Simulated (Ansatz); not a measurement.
Total density of states per atom from DFT-r²SCAN in the program Ansatz with PAW potentials, in 0.25 eV bins, energy from the Fermi level:

```json
[
 {"E (eV)": "-6.10", "states/eV/atom": "0.00"},
 {"E (eV)": "-5.85", "states/eV/atom": "0.03"},
 {"E (eV)": "-5.60", "states/eV/atom": "0.05"},
 {"E (eV)": "-5.35", "states/eV/atom": "0.07"},
 {"E (eV)": "-5.10", "states/eV/atom": "0.09"},
 {"E (eV)": "-4.85", "states/eV/atom": "0.11"},
 {"E (eV)": "-4.60", "states/eV/atom": "0.13"},
 {"E (eV)": "-4.35", "states/eV/atom": "0.16"},
 {"E (eV)": "-4.10", "states/eV/atom": "0.19"},
 {"E (eV)": "-3.85", "states/eV/atom": "0.23"},
 {"E (eV)": "-3.60", "states/eV/atom": "0.28"},
 {"E (eV)": "-3.35", "states/eV/atom": "0.39"},
 {"E (eV)": "-3.10", "states/eV/atom": "0.86"},
 {"E (eV)": "-2.85", "states/eV/atom": "0.95"},
 {"E (eV)": "-2.60", "states/eV/atom": "1.07"},
 {"E (eV)": "-2.35", "states/eV/atom": "1.20"},
 {"E (eV)": "-2.10", "states/eV/atom": "1.41"},
 {"E (eV)": "-1.85", "states/eV/atom": "1.03"},
 {"E (eV)": "-1.60", "states/eV/atom": "0.98"},
 {"E (eV)": "-1.35", "states/eV/atom": "1.16"},
 {"E (eV)": "-1.10", "states/eV/atom": "1.32"},
 {"E (eV)": "-0.85", "states/eV/atom": "1.74"},
 {"E (eV)": "-0.60", "states/eV/atom": "1.44"},
 {"E (eV)": "-0.35", "states/eV/atom": "0.48"},
 {"E (eV)": "-0.10", "states/eV/atom": "0.67"},
 {"E (eV)": "0.15", "states/eV/atom": "1.30"},
 {"E (eV)": "0.40", "states/eV/atom": "1.72"},
 {"E (eV)": "0.65", "states/eV/atom": "1.57"},
 {"E (eV)": "0.90", "states/eV/atom": "1.73"},
 {"E (eV)": "1.15", "states/eV/atom": "1.75"},
 {"E (eV)": "1.40", "states/eV/atom": "1.92"},
 {"E (eV)": "1.65", "states/eV/atom": "1.33"},
 {"E (eV)": "1.90", "states/eV/atom": "0.95"},
 {"E (eV)": "2.15", "states/eV/atom": "0.75"},
 {"E (eV)": "2.40", "states/eV/atom": "0.73"},
 {"E (eV)": "2.65", "states/eV/atom": "0.71"},
 {"E (eV)": "2.90", "states/eV/atom": "0.70"},
 {"E (eV)": "3.15", "states/eV/atom": "0.70"},
 {"E (eV)": "3.40", "states/eV/atom": "0.72"},
 {"E (eV)": "3.65", "states/eV/atom": "0.75"},
 {"E (eV)": "3.90", "states/eV/atom": "0.88"}
]
```

Problem. Which compound is it?
A) ZrGeS, P4/nmm (Zr on 2c, Ge on 2a, S on 2c)
B) Mg, hcp (Mg type)
C) Tl, hcp (Mg type)
D) Zr, hcp (Mg type)

Solution. D, Zr, hcp (Mg type). Within 0.5 eV of the Fermi level: Zr 4d 90 %. Projections are on Löwdin-orthogonalised atomic valence shells; empty p or d shells of many metals are not among them.

Space group P6_3/mmc (hcp (Mg type)). The cell was relaxed with r²SCAN under the symmetry of its start. The run is not spin-polarised. Scalar-relativistic: spin–orbit coupling is off unless named, which matters more the heavier the elements.

Potentials: the later of the program's two PAW sets.
